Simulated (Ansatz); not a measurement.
# P$_{2}$W: from a starting cell to a relaxed one

The start is a relaxed P2W cell with one P and one W atom exchanged in a cell of 6 atoms. Cell shape, volume and atoms are optimised at zero target pressure with PBEsol (plane waves to 420 eV, PAW, scalar-relativistic; Ansatz, a quantum-chemistry and plane-wave program). The first steps use a coarse 8×8×4 k-mesh.

Input geometry:
```yaml
crystal:
  lattice:
    - [4.22844, -1.57383, 0.00000]
    - [4.22844, 1.57383, 0.00000]
    - [-3.63655, 0.00000, 6.50123]
  atoms:
    - { symbol: P, position: [0.13859, 0.13859, 0.02466] }
    - { symbol: W, position: [0.86141, 0.86141, 0.97534] }
    - { symbol: P, position: [0.39878, 0.39878, 0.60058] }
    - { symbol: P, position: [0.60122, 0.60122, 0.39942] }
    - { symbol: W, position: [0.84240, 0.84240, 0.29383] }
    - { symbol: P, position: [0.15760, 0.15760, 0.70617] }
```

### Question
Which atoms feel the largest initial force, and how large is it?

### Answer
About 4.2 eV/Å, on W2 (atoms numbered as listed).

### Question
By how much does the energy per atom fall from start to end?

### Answer
0.87 eV/atom.

### Question
How do the shortest distances between atoms change?

### Answer
The closest pairs of elements (up to four, under 3.6 Å), start → end: P–W 2.19 → 2.46 Å; P–P 2.46 → 2.19 Å; W–W 2.46 → 2.92 Å.

Relaxed structure:

```cif
data_P8W4
_chemical_formula_sum 'P8 W4'
_space_group_name_H-M_alt 'C2/m'
_space_group_IT_number 12
_space_group_name_Hall '-C 2y'
_cell_length_a 8.45688
_cell_length_b 3.14760
_cell_length_c 7.44925
_cell_angle_alpha 90.000
_cell_angle_beta 119.220
_cell_angle_gamma 90.000
loop_
_atom_site_label
_atom_site_type_symbol
_atom_site_symmetry_multiplicity
_atom_site_Wyckoff_symbol
_atom_site_fract_x
_atom_site_fract_y
_atom_site_fract_z
_atom_site_occupancy
P1 P 4 i 0.10120 0.00000 0.39940 1
W1 W 4 i 0.34240 0.00000 0.29384 1
P2 P 4 i 0.13860 0.50000 0.02466 1
```
(The calculation used a cell of 6 atoms; values per cell refer to that cell.)

Final values are on a 16×16×7 k-mesh of the relaxed cell. No spin polarisation in the result.

The run could not lose the symmetry of its start.
